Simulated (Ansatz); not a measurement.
VPt₃:
```
VPt3
1.0
    3.89912     0.00000     0.00000
    0.00000     3.89912     0.00000
    0.00000     0.00000     3.89912
V Pt
1 3
Direct
  0.00000   0.00000   0.00000
  0.00000   0.50000   0.50000
  0.50000   0.00000   0.50000
  0.50000   0.50000   0.00000
```
The run is spin-polarised; directions of the spins, atom by atom: ↑ 0 0 0.

Relaxed with r²SCAN.

Give the Bader charges and basin volumes of the independent atoms, r²SCAN (plane waves, PAW; program Ansatz).



```tsv
atom	Bader charge (e)	Bader volume (Å³)
V1	+1.40	9.2
Pt2	-0.47	16.7
```

Space group Pm-3m (Cu3Au type). The workflow started from an entry of the Crystallography Open Database (COD), which files this formula under 2 space groups. Its standing as an ambient phase is unchecked. The r²SCAN relaxation kept the symmetry of its start; whether a distortion lowers the energy is not shown. Spin order of the final state: ferromagnetic, the only order run, not a proven ground state. Other orbital occupations within this spin state were not tried. Spin–orbit coupling is left out wherever it is not named.

Potentials: the later of the program's two PAW sets.
